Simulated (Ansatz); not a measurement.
## YbSi$_{2}$W$_{2}$: reading a single point

```
Si Yb W
1.0
     0.00000    4.11287    0.00000
     4.11287    0.00000    0.00000
     2.05644    2.05644   -5.09553
Si Yb W
2 1 2
Direct
  0.37500 0.37500 0.25000
  0.62500 0.62500 0.75000
  0.00000 0.00000 0.00000
  0.75000 0.25000 0.50000
  0.25000 0.75000 0.50000
```

The numbers come from plane-wave PAW DFT (Ansatz): PBE, no spin polarisation, 420 eV, 6×6×6 Γ-centred k points, fermi-dirac occupations (width 0.1 eV). Nothing was relaxed.

Charges: Bader charges in e: Yb +1.39, Si -0.69, W -0.01. In the mean Yb gives up most and Si takes most.
Stress: The pressure is 12.5 GPa (compression positive), so with the atoms held at these fractions the cell would first expand; the forces are large, so a full relaxation may end otherwise. The principal stresses 9.3, 9.3, 19.0 GPa differ, so its shape would change too.
Forces: The largest is on Si1 (and as large on other atoms): 3.04 eV/Å, components (0.00, 0.00, 3.04). It makes 122° with the line to a nearest neighbour, W4 at 2.42 Å.
Formation energy: -0.09 eV an atom against the elements' usual phases (free molecules for gases, crystals otherwise, with no correction for O₂ or N₂), so it is bound against them; other compounds may still compete. Relaxing would lower it.
Electronic structure: It is a metal, with about 4.5 states/eV a cell as the mean within 0.25 eV of the Fermi level, mostly W d (52 %) and Yb f (23 %).

Origin: a known structure type with other elements, at an estimated volume, so it need not be a known compound. Caveats: no spin polarisation, so a magnetic state may lie lower; atoms or cell far from equilibrium; f levels without a U or exact exchange are poorly placed.
